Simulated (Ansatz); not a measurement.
## Au (omega (AlB2-type)): energy against volume

Theory: Ansatz, DFT, PBEsol, plane waves (420 eV) with PAW, scalar-relativistic. The PAW files were generated under PBE, with cores re-solved for the functional.

The cell is scaled uniformly from the relaxed one, with fractional coordinates and shape fixed. Energies are extrapolated to zero smearing, pressures are those at the given smearing. Magnetic state: spin not included.

A Birch-Murnaghan fit gives V₀ = 17.36 Å³/atom, B₀ = 165 GPa, B₀′ = 5.7.

**Question.** What are the energy above the minimum and the pressure at 16.673 Å³/atom?

**Answer.** 15.5 meV/atom and 7.56 GPa as computed.

**Question.** What are the energy above the minimum and the pressure at 18.063 Å³/atom?

**Answer.** 13.3 meV/atom and -5.83 GPa as computed.

**Question.** What are the energy above the minimum and the pressure at 19.452 Å³/atom?

**Answer.** 100.5 meV/atom and -13.50 GPa as computed.
